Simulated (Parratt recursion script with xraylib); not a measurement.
## How thick is the Zr film? X-ray reflectivity on Ge

| layer, from the top | thickness (Å) | density (g/cm³) | rms roughness of its top face (Å) | δ (10⁻⁶) | β (10⁻⁶) |
|---|---|---|---|---|---|
| Zr | ? | 6.059 | 2.8 | ? | ? |
| Ge (substrate) | – | 5.279 | 2.6 | 9.058 | 0.1950 |

The refractive index is n = 1 − δ + iβ. Vacuum lies above.

Densities are inputs, not measurements. They were set from computed cells of the Materials Project: Zr from entry mp-131 (P6₃/mmc, 6.446 g/cm³, taken at 94 %); Ge from entry mp-32 (Fd-3m, 5.279 g/cm³). A layer's crystal structure does not enter its constants, only its composition and density.

Method: specular X-ray reflectivity, Parratt recursion, Névot-Croce roughness, xraylib tables (Parratt recursion script with xraylib 4.3.0).

Photon energy 10 keV (λ = 1.2398 Å), s polarisation. The grazing angle θ is scanned from 0.05° to 2.41° in 900 evenly spaced points, and the curve is smoothed with a Gaussian of 0.004° full width. A minimum is a scan point below both neighbours, placed by a parabola through ln R at the three points.

All minima between 0.35 and 2°: θ = 0.459, 0.609, 0.771, 0.938, 1.108, 1.280, 1.454, 1.629, 1.804, 1.979°.

Q: Find the film thickness d and the film's δ from the minima.

A: sin²θ of the minima, in units of 10⁻⁶: 64.2, 113.0, 181.1, 268.0, 373.9, 499.0, 643.9, 808.1, 991.0, 1192.5. For consecutive orders m, sin²θ = 2δ + (mλ/2d)², a straight line in m². The order of the first listed minimum is unknown, so try several:

```
first m  slope (10⁻⁶)  intercept (10⁻⁶)  rms residual (10⁻⁶)
-------  ------------  ----------------  -------------------
1               11.31              78.1                12.81
1.5             10.41              52.7                 6.11
2               9.643              26.5                 0.47
2.5             8.976              −0.4                 4.54
3               8.393             −27.9                 8.82
```

The residual is least for first m = 2. Its slope gives d = λ/(2 slope^½) = 199.6 Å and its intercept δ = 13.3 × 10⁻⁶.

The run used d = 200 Å and δ = 10.89 × 10⁻⁶ (β = 0.4434 × 10⁻⁶), so the fit misses d by 0.4 Å and δ by 22 %. The spacing of the first two listed minima alone, with δ left out, gives λ/(2Δθ) = 236.8 Å, 18.4 % too high.
